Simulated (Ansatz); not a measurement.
CoGe (rock salt, space group No. 225) at seven volumes, DFT-PBE in the program Ansatz with PAW potentials, scaled uniformly. One row is withheld.

```csv
V (Å³/atom),P (GPa)
12.701,16.39
13.120,?
13.539,4.57
13.957,0.00
14.376,-3.86
14.795,-7.11
15.214,-9.85
```

### Question
Fit the shown pressures and predict the withheld one.

### Answer
P = (3/2)B₀(x^(7/2) − x^(5/2))[1 + (3/4)(B′ − 4)(x − 1)] with x = (V₀/V)^(2/3). Least squares on the six rows gives V₀ = 13.957 Å³/atom, B₀ = 140 GPa, B′ = 4.64. At V = 13.120, x = 1.0421 and P = 10.00 GPa. The run itself gave 9.98 GPa.

Space group Fm-3m (rock salt). A made-up cell: these elements were put on the sites of a structure type; neither database checked (COD, Materials Project) lists it. Whether it is the stable phase at ambient conditions was not checked. Symmetry was held in the PBE relaxation; its stability against distortions is not shown here. The workflow began spin-polarised and lost its moments.

Potentials: the later of the program's two PAW sets.
